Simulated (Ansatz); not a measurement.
BaO (rock salt)

Space group Fm-3m (No. 225); a = b = c = 5.5734 Å, α = β = γ = 90.00°

```
atom  site  symmetry       x       y       z
----  ----  --------  ------  ------  ------
O       4a      m-3m  0.0000  0.0000  0.0000
Ba      4b      m-3m  0.5000  0.5000  0.5000
```
(The calculation used a cell of 2 atoms; values per cell refer to that cell.)

E(V) scan at fixed shape, V₀ the volume above. Symmetry pins the atoms to their sites.

Level of theory: PBE (plane waves to 420 eV, PAW, scalar-relativistic; Ansatz, an electronic-structure program). k mesh 10×10×10 (Γ-centred), Fermi-Dirac smearing 0.05 eV. Energies are smeared free energies. BaO was relaxed with its symmetry unable to fall. The zero of ΔE is the relaxed starting cell.

Task: Give the computed ΔE (meV/atom) at V/V₀ = 0.840, 0.880, 0.920, 0.960, 1.080, 1.160.

Result: 
| V/V₀ | ΔE (meV/atom) |
|---|---|
| 0.840 | 165.4 |
| 0.880 | 85.4 |
| 0.920 | 35.0 |
| 0.960 | 8.1 |
| 1.080 | 25.8 |
| 1.160 | 90.4 |

(A scan under strain: stresses follow from slopes of the energy per volume, elastic moduli from its curvatures.)
